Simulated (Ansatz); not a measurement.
Question: Name crystals whose computed values (PBEsol in the plane-wave PAW code Ansatz) fall in these windows: highest Γ mode, no LO–TO term (cm⁻¹) 190 to 250; B₀ by P(V) fit (GPa) 140 to 170.

Answer: 

```json
[
 {"crystal": "Ga3Pt2, La2O3 or Ni2Al3 type", "highest Γ mode, no LO–TO term (cm⁻¹)": "222", "B₀ by P(V) fit (GPa)": "150"},
 {"crystal": "YPd3, Cu3Au type", "highest Γ mode, no LO–TO term (cm⁻¹)": "191", "B₀ by P(V) fit (GPa)": "146"},
 {"crystal": "TaGa3, I4/mmm (Ta on 2a, Ga on 2b, Ga on 4d)", "highest Γ mode, no LO–TO term (cm⁻¹)": "227", "B₀ by P(V) fit (GPa)": "141"},
 {"crystal": "ZrRh, Pnma (Zr on 4c, Rh on 4c)", "highest Γ mode, no LO–TO term (cm⁻¹)": "224", "B₀ by P(V) fit (GPa)": "166"},
 {"crystal": "ScPd3, Cu3Au type", "highest Γ mode, no LO–TO term (cm⁻¹)": "214", "B₀ by P(V) fit (GPa)": "168"}
]
```
Others may fit too.

Standing as an ambient phase not checked: Ga3Pt2, La2O3 or Ni2Al3 type; YPd3, Cu3Au type; TaGa3, I4/mmm (Ta on 2a, Ga on 2b, Ga on 4d); ZrRh, Pnma (Zr on 4c, Rh on 4c); ScPd3, Cu3Au type. All cells were relaxed under the symmetry of their starts (and spin orders); stability against distortions was not tested throughout. Rows with no word on spin ran without spin polarisation. Spin–orbit coupling is left out wherever it is not named.

Potentials: the later of the program's two PAW sets.
